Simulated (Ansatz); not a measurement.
# Structures of TaAg$_{2}$: which is lowest?

Plane-wave DFT in Ansatz with scalar-relativistic PAW potentials, cutoff 420 eV, Γ-centred meshes chosen by cell and gap, Gaussian smearing with energies taken to zero width. Every cell was relaxed (cell and atoms) in a run of its own, within the symmetry of its start. Functional: PBE.

Relaxed structures (starts from databases or built by putting these elements on another compound's sites):
A. P6/mmm, 3 atoms in the computed cell, a = 4.705 Å, c = 2.727 Å; sites (symmetry × multiplicity) Ta 6/mmm × 1, Ag -6m2 × 2; start: built
B. Immm, 3 atoms in the computed cell, a = 2.737 Å, b = 4.908 Å, c = 8.144 Å; sites (symmetry × multiplicity) Ta mmm × 2, Ag mm2 × 4; start: built

Q: Rank them by energy. Could pressure change the order?

A:
```csv
structure,group,E − E(lowest) (meV/atom),V (Å³/atom),gap on mesh (eV)
A,P6/mmm,0.0,17.43,0.00
B,Immm,205,18.24,0.00
```

A is lowest, 205 meV/atom under B. The lowest is also the densest of these, so pressure wouldn't bring one of the others in at first order. Other structures may lie lower than all of these, and vibrations aren't counted.

Spin-orbit coupling is left out, which matters for the bands of heavy elements.